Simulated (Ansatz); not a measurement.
A relaxed structure of Sb. Space group R-3m (No. 166), AFLOW prototype A_hR2_166_c (A7, as in As). Computed with PBEsol (plane waves to 420 eV, PAW, scalar-relativistic; Ansatz, an electronic-structure program).

Space group R-3m, hexagonal axes (No. 166); a = b = 4.320 Å, c = 11.064 Å, α = β = 90.00°, γ = 120.00°

| atom | site | symmetry | x | y | z |
|---|---|---|---|---|---|
| Sb | 6c | 3m | 0.0000 | 0.0000 | 0.2641 |
(The calculation used a cell of 2 atoms; values per cell refer to that cell.)

For Sb, the volume per atom is 29.81 Å³ and the band gap comes out as zero (metallic). The shortest distances is Sb–Sb 2.93 Å and the k-mesh comes out as 13×13×13.

No spin polarisation in the result.

The run could not lose the symmetry of its start.

It was reached from a disturbed copy of a I4/mmm (No. 139) cell, against which it lies -0.01 eV/atom.
